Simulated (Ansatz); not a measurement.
AlSiCN in space group P3m1 (No. 156; Al on 1b, Si on 1c, C on 1b, N on 1c), DFT-PBEsol in the program Ansatz with PAW potentials. The conduction-band minimum lies at K, with 2 equivalent valleys. Second derivatives d²E/dk² of the lowest band at one valley (eV·Å²), along Cartesian directions:

| direction | d²E/dk² |
|---|---|
| [100] | 15.57 |
| [010] | 15.57 |
| [001] | 23.50 |
| [110] | 15.57 |
| [101] | 19.53 |
| [011] | 19.53 |

Task: Find the principal effective masses, the density-of-states mass and the conductivity mass.

Result: Off-diagonal terms follow from H_xy = H[110] − (H_xx + H_yy)/2, and m*/mₑ = 7.620 eV·Å² over each eigenvalue: 0.32, 0.49, 0.49. One valley's DOS mass (m₁m₂m₃)^(1/3) = 0.43, conductivity mass 3/(Σ 1/mᵢ) = 0.42 mₑ.

Task: What effective density of states Nc follows at 300 K for parabolic valleys?

Result: Nc = 2.509e19 × 2 × (0.43)^(3/2) ≈ 1.4e19 cm⁻³.

Task: With the computed static dielectric constant 10.0 (mean of the diagonal), estimate a hydrogenic donor's binding energy and radius.

Result: E = 13.606 eV × 0.42/10.0² ≈ 57 meV; a = 0.529 Å × ε/m* ≈ 13 Å. Semilocal masses tend to be too small where the gap is.

The workflow started from a Materials Project entry (that database holds measured and hypothetical structures alike); the Crystallography Open Database copy checked does not list it. Whether it is the stable phase at ambient conditions was not checked. The cell was relaxed with PBEsol under the symmetry of its start; phonons on a q-mesh show no instability.

Potentials: the later of the program's two PAW sets.
